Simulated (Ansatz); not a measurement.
**Ca (bcc): energy against volume**

Computed with Ansatz 0.2.0, DFT, BLYP, plane waves (420 eV) with PAW, scalar-relativistic. (PAW data from PBE, frozen cores regenerated.)

The cell is scaled uniformly from the relaxed one, with fractional coordinates and shape fixed. Energies are extrapolated to zero smearing, pressures are those at the given smearing. Magnetic state: spin not included.

A Birch-Murnaghan fit gives V₀ = 42.29 Å³/atom, B₀ = 15.3 GPa, B₀′ = 3.3.

Task: What are the energy above the minimum and the pressure at 37.284 Å³/atom?

Result: 33.8 meV/atom and 2.48 GPa as computed.

Task: What are the energy above the minimum and the pressure at 38.979 Å³/atom?

Result: 13.9 meV/atom and 1.51 GPa as computed.

Task: What are the energy above the minimum and the pressure at 45.758 Å³/atom?

Result: 12.1 meV/atom and -1.05 GPa as computed.
